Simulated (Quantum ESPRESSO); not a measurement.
# Band energies of Mg$_{2}$Ge

```
CELL_PARAMETERS angstrom
      0.00000     3.18119     3.18119
      3.18119     0.00000     3.18119
      3.18119     3.18119     0.00000
ATOMIC_POSITIONS crystal
  Mg 0.75000 0.75000 0.75000
  Mg 0.25000 0.25000 0.25000
  Ge 0.00000 0.00000 0.00000
```

PBEsol (Quantum ESPRESSO, PseudoDojo norm-conserving, 84 Ry, with spin-orbit coupling); path ΓXWKΓLUWLK,UX; energies in eV from the Fermi level.

| k (1/Å) | point | band 34 | band 35 | band 36 | band 37 | band 38 | band 39 | band 40 | band 41 |
|---|---|---|---|---|---|---|---|---|---|
| 0.00 | Γ | 0.00 | 0.96 | 0.96 | 2.76 | 2.76 | 2.77 | 2.77 | 2.77 |
| 0.22 |  | -0.44 | 2.12 | 2.12 | 2.30 | 2.30 | 3.41 | 3.41 | 3.42 |
| 0.44 |  | -1.16 | 1.51 | 1.51 | 1.98 | 1.98 | 4.63 | 4.63 | 4.73 |
| 0.77 |  | -1.91 | 0.35 | 0.35 | 0.68 | 0.68 | 6.81 | 6.81 | 6.90 |
| 0.99 | X | -2.06 | 0.01 | 0.01 | 0.51 | 0.51 | 7.81 | 7.81 | 7.92 |
| 1.36 |  | -2.73 | 1.95 | 1.95 | 2.61 | 2.61 | 4.52 | 4.52 | 5.00 |
| 1.48 | W | -2.81 | 2.68 | 2.68 | 3.67 | 3.67 | 3.74 | 3.74 | 3.77 |
| 1.60 |  | -2.59 | 2.03 | 2.03 | 3.25 | 3.25 | 4.19 | 4.19 | 4.59 |
| 1.83 | K | -1.76 | 0.62 | 0.62 | 3.07 | 3.07 | 5.98 | 5.98 | 6.05 |
| 1.94 |  | -1.54 | 0.90 | 0.90 | 4.21 | 4.21 | 5.40 | 5.40 | 5.45 |
| 2.14 |  | -1.00 | 1.61 | 1.61 | 4.09 | 4.09 | 4.43 | 4.43 | 4.53 |
| 2.46 |  | -0.27 | 2.23 | 2.23 | 3.24 | 3.24 | 3.34 | 3.34 | 3.71 |
| 2.67 |  | -0.08 | 1.77 | 1.77 | 2.84 | 2.84 | 2.91 | 2.91 | 3.44 |
| 2.88 | Γ | 0.00 | 0.96 | 0.96 | 2.76 | 2.76 | 2.77 | 2.77 | 2.77 |
| 2.98 |  | -0.04 | 1.33 | 1.33 | 2.84 | 2.84 | 2.85 | 2.85 | 2.85 |
| 3.20 |  | -0.31 | 1.52 | 1.52 | 3.21 | 3.21 | 3.23 | 3.23 | 3.97 |
| 3.52 |  | -0.67 | 1.07 | 1.07 | 2.86 | 2.86 | 2.86 | 2.86 | 4.90 |
| 3.73 | L | -0.75 | 0.97 | 0.97 | 2.69 | 2.69 | 2.69 | 2.69 | 4.73 |
| 4.04 |  | -1.24 | 1.37 | 1.37 | 3.27 | 3.27 | 3.77 | 3.77 | 5.36 |
| 4.24 |  | -1.62 | 0.80 | 0.80 | 3.74 | 3.74 | 5.23 | 5.23 | 5.29 |
| 4.34 | U | -1.76 | 0.62 | 0.62 | 3.07 | 3.07 | 5.98 | 5.98 | 6.05 |
| 4.57 |  | -2.59 | 2.03 | 2.03 | 3.25 | 3.25 | 4.19 | 4.19 | 4.59 |
| 4.69 | W | -2.81 | 2.68 | 2.68 | 3.67 | 3.67 | 3.74 | 3.74 | 3.77 |
| 4.79 |  | -2.62 | 2.56 | 2.56 | 3.25 | 3.25 | 3.96 | 3.96 | 4.23 |
| 5.09 |  | -1.39 | 2.15 | 2.15 | 2.19 | 2.19 | 4.17 | 4.17 | 5.52 |
| 5.29 |  | -0.86 | 1.27 | 1.27 | 2.55 | 2.55 | 2.84 | 2.84 | 5.00 |
| 5.39 | L | -0.75 | 0.97 | 0.97 | 2.69 | 2.69 | 2.69 | 2.69 | 4.73 |
| 5.56 |  | -0.97 | 1.55 | 1.55 | 2.53 | 2.53 | 3.08 | 3.08 | 5.39 |
| 5.73 |  | -1.33 | 1.24 | 1.24 | 3.62 | 3.62 | 4.06 | 4.06 | 5.07 |
| 5.99 | K | -1.76 | 0.62 | 0.62 | 3.07 | 3.07 | 5.98 | 5.98 | 6.05 |
| 5.99 | U | -1.76 | 0.62 | 0.62 | 3.07 | 3.07 | 5.98 | 5.98 | 6.05 |
| 6.08 |  | -1.90 | 0.43 | 0.43 | 2.13 | 2.13 | 6.54 | 6.54 | 6.63 |
| 6.34 | X | -2.06 | 0.01 | 0.01 | 0.51 | 0.51 | 7.81 | 7.81 | 7.92 |

A metal at this level.

Geometry relaxed with PBEsol.
